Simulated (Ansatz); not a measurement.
**Computed energy against volume: Cs (bcc, W type)**

Cs (bcc, W type), conventional cell a = b = c = 6.157 Å, α = β = γ = 90.00°. The calculation uses the primitive cell of 1 atom, to which meshes and values per cell refer.

This relaxed cell (volume V₀) is scaled evenly in all directions, its shape held. Symmetry pins the atoms to their sites.

Calculation: PBE (plane waves to 420 eV, PAW, scalar-relativistic; Ansatz, an electronic-structure program). k mesh 11×11×11 (Γ-centred), Fermi-Dirac smearing 0.05 eV. Energies are smeared free energies. Stress and pressure are positive under compression. Cs was relaxed with its symmetry unable to fall. ΔE is measured from the relaxed starting cell.

```
V (Å³/cell)  ΔE (kJ/mol of atoms)  P (GPa)
-----------  --------------------  -------
105.03                        0.8      0.2
107.36                        0.5      0.2
109.70                        0.3      0.1
112.03                        0.1      0.1
114.37                        0.0      0.0
116.70                        0.0      0.0
119.03                        0.0      0.0
121.37                        0.1     -0.1
123.70                        0.2     -0.1
126.04                        0.4     -0.1
128.37                        0.6     -0.2
```

Summary:

The pressure at the smallest volume is 0.2 GPa. The energy cost of the largest compression is 8 meV/atom and the energy cost of the largest expansion is 6 meV/atom. The bulk modulus B₀ (third-order Birch-Murnaghan fit) is 2.0 GPa. The pressure derivative B₀′ (fit) is 3.5. The equilibrium volume of the fit is 116.67 Å³/atom. The pressure for 5 % compression (fit) comes out as 0.1 GPa.

The 11 points together took roughly 30 core-seconds.

(Under strain, the slope of the energy per volume gives the stress and its curvature an elastic modulus.)
